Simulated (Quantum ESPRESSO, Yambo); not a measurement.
For SrCl$_{2}$ (fluorite, space group Fm-3m, No. 225), Yambo gives the independent-particle static dielectric constant along x as 3.51 on LDA bands and 2.93 after a scissor of 2.89 eV widens every gap (8×8×8 mesh, 61 bands, 4 Ry local-field block, 0.2 eV broadening).

Problem. A scissor keeps the position matrix elements. In a one-oscillator model, how does ε − 1 scale, and what mean transition energy do the two values imply?

Solution. Each transition adds |r|²/E to ε − 1, so ε − 1 ∝ 1/(E0 + Δ). Then (2.93 − 1)/(3.51 − 1) = E0/(E0 + Δ) = 0.769, and E0 = Δ(ε' − 1)/(ε − ε') = 9.6 eV. The computed Im ε, weighted by 1/E up to 20 eV, has its mean at 9.5 eV; the smallest direct LDA gap is 5.10 eV. The scissor comes from a G0W0 run whose convergence isn't established. Convergence of the RPA response with its 8×8×8 mesh was not tested.

Bands from Quantum ESPRESSO.

Geometry relaxed with LDA; primitive cell a = b = c = 4.808 Å, α = β = γ = 60.00°.
